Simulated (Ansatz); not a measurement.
Sb, DFT, PBEsol, all-electron LAPW, scalar-relativistic (Ansatz 0.2.0), run on 1 thread of Intel(R) Xeon(R) 6975P-C (Granite Rapids) on a shared host.

The geometry is COD entry 9013010, unchecked; take it as a test cell. The listed cell was then made from it by scaling, straining or moving an atom.

Command: `ansatz run input.yaml --threads 1 --pin off --max-ram 3072MiB --backend cpu --events-out ev --progress --plain --runs-dir out`

```yaml
crystal:
  lattice:
    - [-1.485075, 1.509875, 2.48]
    - [1.509875, -1.485075, 2.48]
    - [1.500125, 1.500125, -2.46495]
  atoms:
    - { symbol: Sb, position: [0.0, 0.0, 0.0] }
kpoints:
  mp_grid: { grid: [13, 13, 15] }
  band_path:
    path:
      - [0.0, 0.0, 0.0]
      - [0.5, 0.5, -0.5]
      - [0.812759463, 0.187240537, -0.5]
      - [0.187240537, -0.187240537, -0.5]
      - [0.0, 0.0, -0.5]
      - [0.0, 0.0, 0.0]
      - [0.5, -0.5, 0.0]
      - [0.5, 0.0, -0.5]
      - [0.0, 0.0, 0.0]
    npoints: 5
scf:
  occupations: { method: fermi_dirac, width: 0.03 }
hamiltonian:
  xc: pbesol
  pseudopotentials: { kind: all_electron, lapw: { basis_error: 0.00025 } }
output:
  forces: true
  stress: true
  eigenvalues: true
```

Question: How large is the problem that the program sets up?

Answer: 686 irreducible k-points, 195 plane waves at Γ, 16 bands.

Question: About how long does it take, and how much memory does it use?

Answer: 32 s of wall time for 7 SCF iterations, with a peak of 0.86 GiB. Times on shared machines scatter by tens of per cent.
